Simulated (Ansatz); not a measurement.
Consider the following.

Starting cell, Cu (fcc, Cu type):

```xyz
4
Lattice="3.5634 0.0000 0.0000 0.0000 3.5634 0.0000 0.0000 0.0000 3.5634" Properties=species:S:1:pos:R:3 pbc="T T T"
Cu     0.0000     0.0000     0.0000
Cu     1.7817     1.7817     0.0000
Cu     1.7817     0.0000     1.7817
Cu     0.0000     1.7817     1.7817
```

In each cell atom 4 (Cu, nearest neighbour Cu at 2.520 Å; its periodic images, 3.6 Å or more away, move with it) moves by s·(0.707, -0.707, 0.000) (towards the nearest neighbour), the rest being held.

Level of theory: PBEsol (plane waves to 420 eV, PAW, scalar-relativistic; Ansatz, a first-principles code). k mesh 11×11×11 (Γ-centred), Fermi-Dirac smearing 0.05 eV. E stands for the smeared free energy. Left out: 4 of 11 points, with atoms too close for the PAW data. With partly filled bands, energies and forces of such displacements shift with the k mesh and the smearing. Cu is run without spin polarisation. Cu was relaxed with its symmetry unable to fall. The PAW data are Ansatz's earlier set. ΔE is measured from the undisplaced structure.

The scan covers s from -0.456 to 0.456 Å in 7 points.

Question: Is the energy the same for equal positive and negative displacements?

Answer: Even: the same for both signs. With its periodic images moving along, the atom's site symmetry in this cell is m-3m.

Question: What is the energy change at s = 0.456 Å?

Answer: 963 meV/cell.

Question: What force acts on the atom along the line at s = -0.456 Å?

Answer: 5.02 eV/Å.

Question: What is the force constant k = d²E/ds² of this move at s = 0?

Answer: 7.70 eV/Å².

(For displaced atoms, the force is minus the slope of the energy, and its curvature is a force constant, which sets phonon frequencies.)
